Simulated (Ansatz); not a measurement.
Polymorphs of Al2Cu, each relaxed with LDA in the plane-wave PAW code Ansatz:

A: I4/mcm
a = 5.9361 Å, b = 5.9361 Å, c = 4.7811 Å, α = 90.00°, β = 90.00°, γ = 90.00°

| atom | site | symmetry | x | y | z |
|---|---|---|---|---|---|
| Al | 8h | m.2m | 0.1595 | 0.3405 | 0.0000 |
| Cu | 4a | 422 | 0.0000 | 0.0000 | 0.2500 |

B: fluorite or antifluorite type (Fm-3m)
a = 5.670 Å, b = 5.670 Å, c = 5.670 Å, α = 90.00°, β = 90.00°, γ = 90.00°

```json
[
 {"atom": "Al", "site": "8c", "symmetry": "-43m", "x": "0.2500", "y": "0.2500", "z": "0.2500"},
 {"atom": "Cu", "site": "4b", "symmetry": "m-3m", "x": "0.5000", "y": "0.5000", "z": "0.5000"}
]
```

Problem. Order them by energy per atom at 0 K (lowest first) at the level LDA.

Solution. B (+0 meV/atom), A (+26 meV/atom)

Not the usual ambient phase: B. All cells were relaxed under the symmetry of their starts (and spin orders); stability against distortions was not tested throughout. Rows with no word on spin ran without spin polarisation.

Energies hold the estimated change up to a 700 eV cutoff; steps of a few meV lie near the error of the meshes.

Potentials: the later of the program's two PAW sets.
